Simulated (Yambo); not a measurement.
Convergence of the G0W0 gap of Mg$_{2}$Si

G0W0@PBEsol for Mg$_{2}$Si (space group Fm-3m, No. 225) in Yambo. Reference settings: 4×4×4 Γ-centred k mesh, bands 9 to 143 and a 10 Ry block in the screening, 143 bands in G with the Bruneval-Gonze terminator, plasmon pole fitted at 27.2 eV. The PBEsol gap Γ → X on this mesh is 0.11 eV; G0W0 gaps are taken between the same points.

```csv
change from the reference,G0W0 gap Γ → X (eV),shift of the valence edge (eV),rough Yambo cost
reference settings,0.70,-0.62,1
"51 bands in W, 51 bands in G",0.62,-0.40,about 1/3
"89 bands in W, 89 bands in G",0.67,-0.55,within a factor of two
51 bands in G,0.69,-0.58,–
62 bands in W,0.65,-0.48,within a factor of two
2 Ry block,0.37,-0.17,about 1/3
no random integration,0.68,-0.45,–
"51 bands in G, no terminator",0.58,-0.33,–
no terminator,0.68,-0.58,–
```

The reference isn't shown to be the converged limit. Costs are rough (shared machines), scaled to the same edge states, and given only for runs that recompute the screening.

Geometry relaxed with PBEsol; primitive cell a = b = c = 4.472 Å, α = β = γ = 60.00°.

A shift is the quasiparticle energy of the state minus its PBEsol energy.
